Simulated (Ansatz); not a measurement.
# E(M) for Ni (Im-3m)

The source of the geometry is a structure from the Materials Project; atoms and cell stay fixed.

Common settings: LDA, 17×17×17 k mesh, Fermi–Dirac smearing of 0.05 eV. PAW means Ansatz 0.2.0 on its default frozen-core files; LAPW is all-electron LAPW in Ansatz 0.2.0. Site moments are integrated in spheres about the atoms, whose radii differ between the methods.

The reference run was typed so:

```yaml
crystal:
  lattice:
    - [-1.38371547, 1.38371547, 1.38371547]
    - [1.38371547, -1.38371547, 1.38371547]
    - [1.38371547, 1.38371547, -1.38371547]
  atoms:
    - { symbol: Ni, position: [0.0, 0.0, 0.0], spin: 1.5 }
magnetization:
  spin_polarized: true
kpoints:
  mp_grid: { grid: [17, 17, 17] }
scf:
  occupations: { method: fermi_dirac, width: 0.05 }
  lower_state_search: "off"
hamiltonian:
  xc: lda
  pseudopotentials: { kind: paw }
output:
  forces: true
  stress: true
  eigenvalues: true
  populations: true
  dos: { projected: true, de: 0.1, e_range: [-8, 5] }
  write_density: true
  write_potential: true
  elf: true
  volumetric_format: npy
```

Command: `ansatz run input.yaml --threads 1 --pin off --max-ram 3072MiB --backend cpu --events-out ev --progress --plain --runs-dir out`

The input for «total moment held at 0.38 μB» by PAW differs from it in these lines, output keys apart:

```diff
-    - { symbol: Ni, position: [0.0, 0.0, 0.0], spin: 1.5 }
+    - { symbol: Ni, position: [0.0, 0.0, 0.0], spin: 0.38 }
+  initial_magnetization: 0.38
+  spin_locking: { lock_magnetization: hard }
```

The input for «total moment held at 0.54 μB» by LAPW differs from it in these lines, output keys apart:

```diff
-    - { symbol: Ni, position: [0.0, 0.0, 0.0], spin: 1.5 }
+    - { symbol: Ni, position: [0.0, 0.0, 0.0], spin: 0.54 }
+  initial_magnetization: 0.54
+  spin_locking: { lock_magnetization: hard }
-  pseudopotentials: { kind: paw }
+  pseudopotentials: { kind: all_electron, lapw: { basis_error: 0.001 } }
```

Each run fixes M = N↑ − N↓ with two Fermi levels; the holding field B = (E_F↑ − E_F↓)/2μB is the slope of the free energy against M over μB. Energies count from each method's free run. The held moment starts on the atoms that carry the free run's moments.

The free PAW run: Site moments (μB): Ni 0.49. Cell moment 0.47 μB.

```
M (μB/cell)  ΔF PAW (meV/cell)  ΔF LAPW (meV/cell)  B, PAW (T)  largest site moment, PAW (μB)  pressure, PAW (GPa)
       0.00               +3.2                   –           –                           0.00                -12.0
       0.09               +3.1                   –         -30                           0.09                -11.9
       0.19               +2.7                +2.7        -111                           0.20                -11.7
       0.28               +1.9                +1.9        -201                           0.29                -11.5
       0.38               +0.7                +0.6        -207                           0.40                -11.1
       0.42               +0.2                +0.2        -146                           0.44                -10.9
       0.54               +0.7                +0.7        +383                           0.56                -10.3
       0.61               +3.6                   –       +1131                           0.63                 -9.9
```

Against an unpolarised PAW run, spin polarisation gains 3.2 meV per atom; the pressure goes from -12.0 to -10.7 GPa, the usual magnetovolume effect: the magnetic state wants the larger volume.

Separate runs put a uniform field on the spins (g = 2):

```
field (T)  M PAW (μB/cell)  M LAPW (μB/cell)
      300            0.529             0.528
      600            0.564             0.563
```

The rows needn't lie on one branch: at M = 0 the run is unmagnetised, so slopes across such rows needn't follow B.

The PAW files were made with PBE; the program remakes their cores once for the run's functional and then keeps them frozen. The Ansatz runs typed with the search for lower states off end where their start leads. The magnetic state is the one that this cell and start allow. It needn't be the compound's measured order, which may need a larger cell or be absent.
